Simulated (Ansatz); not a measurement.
CoNiN2:
```yaml
crystal:
  lattice:
    - [1.36925, 0.79053, 5.74291]
    - [-1.36925, 0.79053, 5.74291]
    - [0.00000, -1.58107, 5.74291]
  atoms:
    - { symbol: Co, position: [0.50000, 0.50000, 0.50000] }
    - { symbol: Ni, position: [0.00000, 0.00000, 0.00000] }
    - { symbol: N, position: [0.89585, 0.89585, 0.89585] }
    - { symbol: N, position: [0.10415, 0.10415, 0.10415] }
```
The run is spin-polarised; directions of the spins, atom by atom: 0 0 0 0.

Relaxed with PBE.

Question: Which orbitals make up the states near the Fermi level in PBE in the plane-wave PAW code Ansatz?

Answer: Within 0.5 eV of the Fermi level: Co 3d 38 %, N 2p 29 %, Ni 3d 27 %. Projections are on Löwdin-orthogonalised atomic valence shells; empty p or d shells of many metals are not among them.

Question: Tabulate the density of states.

Answer: States/eV per cell of 4 atoms, in 0.25 eV bins, energy from the Fermi level.

```
E (eV)  total  N 2p  Ni 3d  Co 3d
------  -----  ----  -----  -----
-7.85    0.10  0.06   0.01   0.01
-7.60    0.18  0.11   0.01   0.03
-7.35    0.31  0.19   0.02   0.05
-7.10    0.91  0.57   0.07   0.17
-6.85    1.53  0.95   0.13   0.30
-6.60    2.15  1.31   0.19   0.45
-6.35    2.39  1.47   0.21   0.52
-6.10    2.86  1.87   0.42   0.43
-5.85    2.86  1.73   0.34   0.66
-5.60    2.26  1.33   0.19   0.62
-5.35    2.94  1.73   0.30   0.75
-5.10    2.12  1.21   0.24   0.55
-4.85    1.55  0.86   0.18   0.42
-4.60    1.95  0.96   0.17   0.75
-4.35    4.83  2.28   0.36   2.09
-4.10    2.97  1.45   0.47   0.88
-3.85    3.75  1.49   1.27   0.62
-3.60    2.29  1.14   0.59   0.43
-3.35    2.25  1.06   0.60   0.46
-3.10    2.42  1.05   0.69   0.53
-2.85    2.70  1.04   0.88   0.60
-2.60    2.63  0.68   1.21   0.56
-2.35    3.48  0.70   1.82   0.71
-2.10    3.19  0.53   1.84   0.63
-1.85    4.31  0.51   2.52   1.14
-1.60    8.50  0.40   5.19   2.69
-1.35    6.94  0.36   4.28   2.13
-1.10    6.57  0.88   2.96   2.47
-0.85    7.21  1.45   3.14   2.39
-0.60    4.23  0.50   2.01   1.57
-0.35    3.94  0.61   1.35   1.79
-0.10    4.12  1.13   0.98   1.76
0.15     3.14  1.19   0.68   1.09
0.40     3.14  1.34   0.76   0.85
0.65     3.13  1.20   1.05   0.63
0.90     2.01  0.86   0.68   0.32
1.15     0.13  0.09   0.03   0.01
1.40     0.03  0.00   0.00   0.01
1.65     0.33  0.07   0.02   0.16
1.90     1.03  0.30   0.07   0.46
2.15     1.77  0.63   0.11   0.75
2.40     2.49  1.00   0.13   1.04
2.65     2.81  1.21   0.12   1.18
2.90     4.16  2.01   0.16   1.69
3.15     2.26  1.28   0.10   0.82
3.40     1.05  0.63   0.05   0.36
3.65     0.11  0.05   0.00   0.02
3.90     0.22  0.02   0.01   0.02
4.15     0.34  0.04   0.01   0.03
4.40     0.40  0.05   0.02   0.03
4.65     0.48  0.07   0.03   0.03
```

Space group R-3m. The start of the workflow was typed in or built on a structure type; neither database checked (COD, Materials Project) lists it. Whether it is the stable phase at ambient conditions was not checked. Symmetry was held in the PBE relaxation; whether a distortion lowers the energy is not shown. Magnetic state: ferromagnetic, the only order run, not a proven ground state. Its formation energy is positive at this level, so the cell may be metastable or incomplete. No Hubbard U is applied.

Potentials: the earlier of the program's two PAW sets.
